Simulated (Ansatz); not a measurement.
**LiH6NO6 — ¹⁴N nuclear quadrupole resonance**

Cell: a structure deposited in the COD, ions relaxed with PBE at fixed cell.

Space group Cmcm (No. 63); a = 6.8018, b = 12.7132, c = 5.9990 Å.

| site | Wyckoff | site symmetry | x | y | z |
| --- | --- | --- | --- | --- | --- |
| Li | 4a | 2/m.. | 0.0000 | 0.0000 | 0.5000 |
| H3 | 8g | ..m | 0.7113 | 0.9185 | 0.7500 |
| H7 | 8g | ..m | 0.6932 | 0.0407 | 0.7500 |
| H11 | 8f | m.. | 0.5000 | 0.1858 | 0.6200 |
| N | 4c | m2m | 0.5000 | 0.7236 | 0.7500 |
| O17 | 8g | ..m | 0.7906 | 0.9828 | 0.7500 |
| O21 | 8f | m.. | 0.5000 | 0.6760 | 0.5667 |
| O25 | 4c | m2m | 0.5000 | 0.1388 | 0.7500 |
| O27 | 4c | m2m | 0.5000 | 0.8242 | 0.7500 |

One atom of each set is listed; the run and its k-mesh use a cell of 28 atoms with edges of 7.21, 7.21, 6.00 Å.

Method: Kohn–Sham DFT in Ansatz, PBE, plane waves and PAW (field gradients read without the response of the frozen cores, which leaves them typically 4 to 6 % off), scalar-relativistic, 420 eV cutoff, Γ-centred 4×4×4 k-points, Fermi–Dirac smearing 0.02 eV.

¹⁴N: I = 1, Q = 20.44 mb (year-2017 value). Static lattice, zero field.

Task: The simulated lines lie at 0.0413, 0.443, 0.484 MHz. What are |C_Q|, η and |V_zz| at N?

Result: For I = 1 the lines are ν± = (3/4)|C_Q|(1 ± η/3) and ν₀ = |C_Q|η/2. Here |C_Q| = 0.618 MHz, η = 0.13 and |V_zz| = 1.25 × 10²¹ V/m². The calculation gives V_zz negative; the lines don't show the sign. The site has 3 O at 1.26–1.28 Å.

At N V_zz stands upright on the plane through its three neighbours (within 1°).

The entry's hydrogen positions were far off; the other atoms hardly move on relaxation.

Hardware: 1 thread of Arm Neoverse V1 (aarch64; 8 cores open to the job, memory cap 3.0 GiB, no GPU), a shared host with a load of 0.4 a core. Wall time 44 s, CPU time 44 s, peak memory 0.65 GiB.
